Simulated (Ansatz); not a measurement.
AgBr (rock salt, Fm-3m), plane-wave PAW PBEsol (Ansatz code). The conduction-band minimum lies at Γ, with 1 equivalent valley. Second derivatives d²E/dk² of the lowest band at one valley (eV·Å²), along Cartesian directions:

```tsv
direction	d²E/dk²
[100]	42.01
[010]	42.01
[001]	42.01
[110]	41.99
[101]	41.99
[011]	41.99
```

**Question.** Find the principal effective masses, the density-of-states mass and the conductivity mass.

**Answer.** Off-diagonal terms follow from H_xy = H[110] − (H_xx + H_yy)/2, and m*/mₑ = 7.620 eV·Å² over each eigenvalue: 0.18, 0.18, 0.18. One valley's DOS mass (m₁m₂m₃)^(1/3) = 0.18, conductivity mass 3/(Σ 1/mᵢ) = 0.18 mₑ.

**Question.** What effective density of states Nc follows at 300 K for parabolic valleys?

**Answer.** Nc = 2.509e19 × 1 × (0.18)^(3/2) ≈ 1.9e18 cm⁻³.

The PBEsol relaxation kept the symmetry of its start. The run is not spin-polarised. Spin–orbit coupling is left out wherever it is not named.

Potentials: the later of the program's two PAW sets.

Edges and masses are those of Kohn–Sham bands, whose gap is no quasiparticle gap.
